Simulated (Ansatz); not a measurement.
**Nb: two-dimensional strain map**

Method: Ansatz 0.2.0, DFT r2SCAN, scalar-relativistic, plane waves, PAW. The runs took a 500 eV cutoff, a Γ-centred 20×20×20 mesh and Gaussian smearing (0.15 eV). No spin polarisation. Energies are free energies at this smearing, counted from the undisturbed cell; pressure is positive in compression.

Reference structure (as given, not relaxed at this level; it stands at -2.0 GPa; this fcc form isn't the usual structure):

```
Nb
1.0
     0.00000    2.11500    2.11500
     2.11500    0.00000    2.11500
     2.11500    2.11500    0.00000
Nb
1
Direct
  0.00000 0.00000 0.00000
```

The cell is strained by p along both x and y and by q along z, fractional coordinates fixed. Points are written (p, q).

Energy above the undisturbed cell in meV/atom (a dash: not computed):

```csv
p \ q,-0.030,-0.015,0.000,0.015,0.030
-0.030,62.2,36.4,10.8,-12.9,-33.9
-0.015,18.9,9.4,-1.0,-11.1,-19.7
0.000,-9.2,-4.1,0.0,3.4,7.1
0.015,-21.7,-3.8,13.3,29.4,45.1
0.030,-18.9,10.3,38.8,66.5,93.3
```

Pressure in GPa:

```
 p \ q  -0.030  -0.015  0.000  0.015  0.030
-0.030    15.2    11.9    8.6    5.5    2.5
-0.015     8.8     5.9    3.0    0.3   -2.4
 0.000     2.9     0.4   -2.0   -4.4   -6.7
 0.015    -2.4    -4.6   -6.6   -8.6  -10.6
 0.030    -7.1    -9.0  -10.8  -12.5  -14.2
```